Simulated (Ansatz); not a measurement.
Input:

BiTe:
```
BiTe
1.0
    2.38016     1.37419     3.18124
   -2.38016     1.37419     3.18124
    0.00000    -2.74837     3.18124
Bi Te
1 1
Direct
  0.50000   0.50000   0.50000
  0.00000   0.00000   0.00000
```

This is the LDA-relaxed structure.

Problem. All from LDA (plane waves, PAW; program Ansatz), unless another level is named. Estimate the electronic character.

Solution. metallic (no gap).

Problem. Predict the density of states at the Fermi level.

Solution. 0.60 states/eV per atom (mean over ±0.08 eV).

Problem. Next, the formation energy from the elements (no fitted shifts)?

Solution. -87 meV/atom.

Space group R-3m. The first step of the workflow began from a Materials Project structure, measured or hypothetical; the Crystallography Open Database copy checked does not list it. COD files the formula under space group No. 164, 225. Its standing as an ambient phase is unchecked. Symmetry was held in the LDA relaxation; whether a distortion lowers the energy is not shown. With an odd number of electrons in the cell and no spin polarisation, the count alone makes it a metal. The references are the lowest solids computed at this level, not always the standard phases. Spin–orbit coupling is left out wherever it is not named.

Potentials: the later of the program's two PAW sets.
